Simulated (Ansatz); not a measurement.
La₂O₃ (La2O3 or Ni2Al3 type, P-3m1) under volume change, plane-wave PAW r²SCAN (Ansatz code), shape and atoms relaxed at each volume.

```csv
V (Å³/atom),E − E(relaxed) (meV/atom),P (GPa)
14.954,55.5,12.91
15.446,23.5,8.00
15.939,5.6,3.74
16.432,0.0,0.00
16.925,5.1,-3.25
17.418,19.5,-6.07
17.911,42.1,-8.51
```

Q: What does a third-order Birch–Murnaghan fit give for V₀, B₀ and B′?

A: V₀ = 16.43 Å³/atom, B₀ = 116 GPa, B′ = 3.6.

The r²SCAN relaxation kept the symmetry of its start; phonons on a q-mesh show no instability. Spin–orbit coupling is left out wherever it is not named.

Potentials: the later of the program's two PAW sets.
